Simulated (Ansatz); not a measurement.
Theory: DFT PBE, scalar-relativistic, plane waves, PAW (Ansatz 0.2.0). Settings: cutoff 420 eV, Γ-centred meshes spaced at most about 0.3 Å⁻¹, and about 0.25 Å⁻¹ or finer for metals (2π included), Gaussian smearing. No spin polarisation in the final relaxations.

These are static total energies at zero pressure.

Compare these two cells of Ge₂As₃, each relaxed at this level.

A.

```
CELL_PARAMETERS angstrom
5.25240 0.00000 0.00000
0.00000 5.25240 0.00000
0.00000 0.00000 5.03114
ATOMIC_POSITIONS crystal
Ge 0.50000 0.50000 0.50000
Ge 0.50000 0.50000 0.00000
As 0.00000 0.50000 0.00000
As 0.50000 0.00000 0.00000
As 0.00000 0.00000 0.00000
```

B.

```
CELL_PARAMETERS angstrom
4.80341 0.00000 0.00000
1.47041 4.91361 0.00000
2.33029 0.02486 5.18620
ATOMIC_POSITIONS crystal
Ge 0.79582 0.69050 0.71383
Ge 0.36393 0.46899 0.41675
As 0.34893 0.48194 0.97545
As 0.53222 0.92771 0.41258
As 0.95910 0.93086 0.98139
```

Question: Which would you expect to be lower, and how large is the difference?

Answer: B is lower, by 0.52 eV/atom. A has space group P4/mmm (No. 123), 27.8 Å³/atom and no gap on its mesh; B has space group P1 (No. 1), 24.5 Å³/atom and no gap. Counting As atoms around Ge (those within 1.25 times the shortest such distance or 1.15 times the sum of covalent radii, 1.27 where that leaves under three; a plus sign parts nearer from farther groups; the shortest distance is added where it exceeds 1.18 times the sum of covalent radii; a slash parts the counts of unlike sites), A has Ge 4/8+8 from 3.6 Å and B has Ge 3/3+1. A holds Ge–Ge chains (shortest 2.52 Å); B holds Ge–Ge pairs (shortest 2.55 Å) and As–As units of three or more atoms (shortest 2.47 Å). The denser one is the lower, and pressure would at first widen the difference. Even the lower one lies +0.09 eV/atom against the reference forms of the elements (uncorrected), so neither is stable at this level. In A, around Ge on its first site lie 2 Ge at 2.52 Å; Ge on its second site has 2 Ge at 2.52 Å and 4 As at 2.63 Å; As on a site of symmetry mmm is surrounded by 2 As at 2.63 Å and 2 Ge at 2.63 Å; 1 more site not described. In B, Ge on its first site is surrounded by 3 As at 2.51–2.54 Å and 1 Ge at 2.55 Å; Ge on its second site has 3 As at 2.53–2.69 Å, 1 Ge at 2.55 Å and 1 As at 3.16 Å; As on its first site has 2 Ge at 2.51–2.53 Å and 1 As at 2.51 Å; 2 more sites not described. Both come from invented guesses.

In P4/mmm, P1 an odd number of electrons in the primitive cell allows no gap without spin; a larger cell or a magnetic state could open one. A magnetic state wasn't ruled out in cells without spin, among them P4/mmm, P1. Cells relaxed within their symmetry can be saddle points. The P1 cell of Ge2As3 came from shaking the P4/mmm one.
